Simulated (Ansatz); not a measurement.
AlPd:
```
AlPd
1.0
    4.85035     0.00000     0.00000
    0.00000     4.85035     0.00000
    0.00000     0.00000     4.85035
Al Pd
4 4
Direct
  0.84436   0.84436   0.84436
  0.65564   0.15564   0.34436
  0.34436   0.65564   0.15564
  0.15564   0.34436   0.65564
  0.14756   0.14756   0.14756
  0.35244   0.85244   0.64756
  0.64756   0.35244   0.85244
  0.85244   0.64756   0.35244
```

Relaxed with PBEsol. Special points in fractions of this cell's reciprocal vectors: Γ (0.000, 0.000, 0.000); X (0.000, 0.500, 0.000); M (0.500, 0.500, 0.000); R (0.500, 0.500, 0.500); X1 (0.500, 0.000, 0.000).

### Question
List the band energies nearest the Fermi level at these points for PBEsol in the plane-wave PAW code Ansatz.

### Answer
In eV from the Fermi level; about four levels below and three above (degenerate sets whole), none deeper than 8.9 eV; points with the same levels are listed once.

```json
[
 {"k": "Γ", "below": "-1.53 -1.53 -1.53 -0.37 -0.37 -0.37", "above": "4.03 4.03 4.03"},
 {"k": "X", "below": "-1.52 -1.52 -0.54 -0.54", "above": "1.32 1.32 2.19 2.19"},
 {"k": "M", "below": "-2.50 -2.50 -2.32 -2.32", "above": "0.42 0.42 0.98 0.98"},
 {"k": "R", "below": "-0.99 -0.99 -0.99 -0.99", "above": "6.77 6.77 6.77 6.77"}
]
```

Space group P2_13. The workflow started from a Materials Project entry (that database holds measured and hypothetical structures alike); the Crystallography Open Database copy checked does not list it. With Al and Pd taken as one species the cell has the higher symmetry Pa-3, so it may be an ordered model of a mixed-site phase. Whether it is the stable phase at ambient conditions was not checked. Symmetry was held in the PBEsol relaxation; of distortions, only those at the zone centre were tested. No spin polarisation was allowed. Scalar-relativistic: spin–orbit coupling is off unless named, which matters more the heavier the elements.

Potentials: the later of the program's two PAW sets.
